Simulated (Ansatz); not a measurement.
# Relaxing Sn (beta)

**What was measured.** A measured cell of tetragonal Sn (space group I4_1/amd) at 298 K, from the Crystallography Open Database (2016, doi:10.1039/c6dt01074a), has a, c = 5.832, 3.182 Å and 27.06 Å³/atom.

Computed with Ansatz (plane waves, PAW, 420 eV cutoff): PBE, scalar-relativistic, no spin polarisation, 16×16×16 k-mesh, Gaussian smearing of 0.05 eV. The datasets are Ansatz's generated set soft_2.

Starting cell, 0 % under the database's volume:

```
Sn
1.0
    -2.91590    2.91590    1.59095
     2.91590   -2.91590    1.59095
     2.91590    2.91590   -1.59095
Sn
2
Direct
  0.75000 0.25000 0.50000
  0.00000 0.00000 0.00000
```

The runs in order:

| run | level | k-mesh | kind | V (Å³/atom) | P (GPa) | E − E(final) (meV/atom) | gap on the mesh (eV) |
| --- | --- | --- | --- | --- | --- | --- | --- |
| 1 | PBE | 16×16×16 | cell and atoms relaxed | 28.40 | 0.0 | 0.0 | metal |

Cell and atoms are those of this level's equilibrium.

The final structure (symmetry read at 0.01 Å). The structure is tetragonal, space group I4_1/amd (No. 141). Conventional cell: a = 5.947 Å, b = 5.947 Å, c = 3.212 Å, α = 90.00°, β = 90.00°, γ = 90.00°. Around Sn (site symmetry -4m2) lie 6 Sn at 3.08 to 3.21 Å. (Neighbours are counted to 15 % beyond the shortest distance.)

```
atom  site  symmetry       x       y       z
  Sn    4a      -4m2  0.0000  0.5000  0.2500
```

At the final geometry the gap, band path included, is zero (metallic). The runs in the table took roughly 1.1 core-minutes.

**Against experiment.** PBE gives 5.947, 3.212 Å and 28.40 Å³/atom, +5.0 % in volume (+1.6 % in length) from the database's cell. The axes miss by +2.0 %, +0.9 %. PBE usually overestimates volumes by a few per cent.
